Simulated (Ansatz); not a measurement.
Cs2RbInF6:
Space group Fm-3m (No. 225); a = 9.464 Å, b = 9.464 Å, c = 9.464 Å, α = 90.00°, β = 90.00°, γ = 90.00°

```json
[
 {"atom": "Cs", "site": "8c", "symmetry": "-43m", "x": "0.2500", "y": "0.2500", "z": "0.2500"},
 {"atom": "Rb", "site": "4b", "symmetry": "m-3m", "x": "0.5000", "y": "0.5000", "z": "0.5000"},
 {"atom": "In", "site": "4a", "symmetry": "m-3m", "x": "0.0000", "y": "0.0000", "z": "0.0000"},
 {"atom": "F", "site": "24e", "symmetry": "4m.m", "x": "0.0000", "y": "0.0000", "z": "0.2196"}
]
```
(The calculation used a cell of 10 atoms; values per cell refer to that cell.)

Relaxed with r²SCAN.

### Question
Which orbitals make up the states near the band edges in r²SCAN in the plane-wave PAW code Ansatz?

### Answer
Top 1 eV of the valence band: F 2p 96 %. Bottom 1 eV of the conduction band: Cs 6s 37 %, In 5s 26 %, F 2p 12 %, F 2s 10 %, Rb 5s 8 %. Projections are on Löwdin-orthogonalised atomic valence shells; empty p or d shells of many metals are not among them.

### Question
Tabulate the density of states.

### Answer
States/eV per cell of 10 atoms, in 0.25 eV bins, energy from the valence-band maximum.

```
E (eV)  total   F 2p  Cs 5p  Rb 4p
------  -----  -----  -----  -----
-7.85    0.00   0.00   0.00   0.00
-7.60    0.00   0.00   0.00   0.00
-7.35    0.00   0.00   0.00   0.00
-7.10    0.00   0.00   0.00   0.00
-6.85    0.00   0.00   0.00   0.00
-6.60   24.00   1.27   0.32  22.10
-6.35    0.00   0.00   0.00   0.00
-6.10    0.00   0.00   0.00   0.00
-5.85    0.00   0.00   0.00   0.00
-5.60    0.00   0.00   0.00   0.00
-5.35    0.00   0.00   0.00   0.00
-5.10    2.03   0.11   1.90   0.01
-4.85   35.78   0.96  33.79   0.32
-4.60   10.20   0.14   9.94   0.05
-4.35    0.00   0.00   0.00   0.00
-4.10    0.00   0.00   0.00   0.00
-3.85    0.00   0.00   0.00   0.00
-3.60    0.14   0.11   0.00   0.00
-3.35    7.33   5.23   0.02   0.28
-3.10    0.52   0.36   0.00   0.04
-2.85    0.00   0.00   0.00   0.00
-2.60    0.00   0.00   0.00   0.00
-2.35    0.00   0.00   0.00   0.00
-2.10    1.99   1.78   0.01   0.01
-1.85   16.78  14.80   0.19   0.25
-1.60    5.23   4.49   0.09   0.18
-1.35    0.00   0.00   0.00   0.00
-1.10    8.84   8.32   0.09   0.03
-0.85   16.24  15.37   0.42   0.01
-0.60   46.91  45.49   0.56   0.12
-0.35   28.44  27.77   0.12   0.08
-0.10   11.55  10.63   0.02   0.29
0.15     0.00   0.00   0.00   0.00
0.40     0.00   0.00   0.00   0.00
0.65     0.00   0.00   0.00   0.00
0.90     0.00   0.00   0.00   0.00
1.15     0.00   0.00   0.00   0.00
1.40     0.00   0.00   0.00   0.00
1.65     0.00   0.00   0.00   0.00
1.90     0.00   0.00   0.00   0.00
2.15     0.00   0.00   0.00   0.00
2.40     0.00   0.00   0.00   0.00
2.65     0.00   0.00   0.00   0.00
2.90     0.00   0.00   0.00   0.00
3.15     0.00   0.00   0.00   0.00
3.40     0.00   0.00   0.00   0.00
3.65     0.00   0.00   0.00   0.00
3.90     0.00   0.00   0.00   0.00
4.15     0.00   0.00   0.00   0.00
4.40     0.00   0.00   0.00   0.00
4.65     0.00   0.00   0.00   0.00
4.90     0.00   0.00   0.00   0.00
5.15     0.00   0.00   0.00   0.00
5.40     0.00   0.00   0.00   0.00
5.65     0.00   0.00   0.00   0.00
5.90     0.00   0.00   0.00   0.00
6.15     0.00   0.00   0.00   0.00
6.40     0.06   0.00   0.00   0.00
6.65     0.31   0.03   0.00   0.00
6.90     0.56   0.06   0.01   0.00
7.15     0.91   0.12   0.01   0.01
7.40     1.86   0.29   0.02   0.01
7.65     4.29   0.79   0.03   0.02
7.90     0.00   0.00   0.00   0.00
8.15     0.00   0.00   0.00   0.00
8.40     0.01   0.00   0.00   0.00
8.65     2.05   0.07   0.00   0.00
8.90     7.55   0.35   0.07   0.02
9.15     6.95   0.17   0.03   0.01
9.40     8.48   0.19   0.05   0.01
9.65     8.69   0.19   0.05   0.01
9.90     5.90   0.12   0.01   0.00
10.15    9.45   0.20   0.01   0.00
10.40    9.67   0.22   0.02   0.00
10.65   10.62   0.20   0.01   0.00
10.90    6.46   0.15   0.02   0.00
11.15    8.78   0.17   0.02   0.00
```

The workflow started from a Materials Project entry (that database holds measured and hypothetical structures alike); the Crystallography Open Database copy checked does not list it. Its standing as an ambient phase is unchecked. The r²SCAN relaxation kept the symmetry of its start; whether a distortion lowers the energy is not shown. Spin–orbit coupling is left out wherever it is not named.

Potentials: the later of the program's two PAW sets.
